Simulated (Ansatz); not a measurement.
CoSi2:
```cif
data_CoSi2
_chemical_formula_sum 'Co1 Si2'
_space_group_name_H-M_alt 'P 1'
_space_group_IT_number 1
_cell_length_a 4.11879
_cell_length_b 4.11879
_cell_length_c 2.47798
_cell_angle_alpha 90.000
_cell_angle_beta 90.000
_cell_angle_gamma 120.000
loop_
_space_group_symop_operation_xyz
  'x, y, z'
loop_
_atom_site_label
_atom_site_type_symbol
_atom_site_fract_x
_atom_site_fract_y
_atom_site_fract_z
_atom_site_occupancy
Co1 Co 0.00000 0.00000 0.00000 1
Si1 Si 0.33333 0.66667 0.50000 1
Si2 Si 0.66667 0.33333 0.50000 1
```

Relaxed with PBEsol.

Decompose the optical modes at the zone centre into irreducible representations, and say which are infrared and Raman allowed.

Point group 6/mmm: Γ_opt = A2u + B1g + E1u + E2g. Infrared: A2u, E1u. Raman: E2g.

Assign frequencies (DFPT, DFT-PBEsol in the program Ansatz with PAW potentials).

E1u 149i, A2u 140i, B1g 108i, E2g 393 cm⁻¹.

Subscripts of B labels follow the axes of the standard setting.

Space group P6/mmm. The cell is a constructed one: a structure type filled with these elements; neither database checked (COD, Materials Project) lists it. It is not the phase usual at ambient conditions (space group No. 225). Symmetry was held in the PBEsol relaxation. At this level the phase is dynamically unstable (imaginary phonons). The workflow began spin-polarised and lost its moments. The cell computed holds one magnetic atom, so no antiferromagnetic order was within reach. A crystal of weakly bound units computed without a dispersion correction: the cell and the soft elastic constants depend strongly on that. As this level gives no gap, phonon frequencies hold no LO–TO term and depend on the k-mesh and smearing (Fermi–Dirac, 0.1 eV here).

Potentials: the later of the program's two PAW sets.
